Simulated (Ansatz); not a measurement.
MgO:
```xyz
2
Lattice="0.0000 2.1021 2.1021 2.1021 0.0000 2.1021 2.1021 2.1021 0.0000" Properties=species:S:1:pos:R:3 pbc="T T T"
O      0.0000     0.0000     0.0000
Mg     2.1021     2.1021     2.1021
```

Relaxed with r²SCAN. The program Ansatz at the r²SCAN level (PAW) gives a gap of 5.69 eV.

Task: What gap does HSE06 give on the same cell (Ansatz, PAW)?

Result: 6.54 eV, 0.86 eV more. The hybrid was solved on a coarser mesh and at special points; its gap is the smallest among all of these.

| k | v1 r²SCAN | c1 r²SCAN | v1 HSE06 | c1 HSE06 |
|---|---|---|---|---|
| Γ | 0.00 | 5.69 | 0.00 | 6.54 |
| X | -1.37 | 10.05 | (withheld) | (withheld) |
| L | -0.68 | 8.86 | (withheld) | (withheld) |
| W | -1.78 | 12.74 | (withheld) | (withheld) |
| K | -1.17 | 11.10 | (withheld) | (withheld) |

Task: Top valence (v1) and lowest conduction level (c1) in eV from each method's valence maximum (which need not be a listed point): supply the withheld HSE06 values.

Result: 
- W, v1 HSE06: -1.90
- W, c1 HSE06: 13.72
- K, v1 HSE06: -1.25
- K, c1 HSE06: 11.98
- X, v1 HSE06: -1.47
- X, c1 HSE06: 10.88
- L, v1 HSE06: -0.72
- L, c1 HSE06: 9.74

Cost on shared cores: the r²SCAN run (SCF on a 11×11×11 mesh, then bands and DOS) about 11 core-seconds (a rough figure), the HSE06 run (SCF on 8×8×8, then a few points) about 60 core-seconds (a rough figure); the tasks are unlike.

Space group Fm-3m (rock salt). Symmetry was held in the r²SCAN relaxation.

Potentials: the later of the program's two PAW sets.
